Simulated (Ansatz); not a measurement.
AgI (CsCl type, Pm-3m), the program Ansatz at the LDA level (PAW), all energies at zero smearing, with the estimated change up to a 700 eV cutoff added, with one set of potentials and settings (totals compare only within such a set). Cell of 2 atoms (1 Ag, 1 I): -14813.520 eV.

| element | reference phase | E (eV/atom) |
|---|---|---|
| Ag | P6_3/mmc, 4 atoms in the cell | -7458.1511 |
| I | Cmce, 4 atoms in the cell | -7355.8618 |

Formation energy per atom, worked out: (-14813.520 − 1×(-7458.1511) − 1×(-7355.8618))/2 = 0.247 eV/atom (24 kJ per mol of atoms), at 0 K, without zero-point energy or fitted corrections.

The first step of the workflow began from a Materials Project structure, measured or hypothetical; the Crystallography Open Database copy checked does not list it. It is not the phase usual at ambient conditions (space group No. 186, 216). Symmetry was held in the LDA relaxation. At this level the phase is mechanically unstable. The run is not spin-polarised. Its formation energy is positive at this level, so the cell may be metastable or incomplete. The references are the lowest solids computed at this level, not always the standard phases. Scalar-relativistic: spin–orbit coupling is off unless named, which matters more the heavier the elements.

Potentials: the later of the program's two PAW sets.
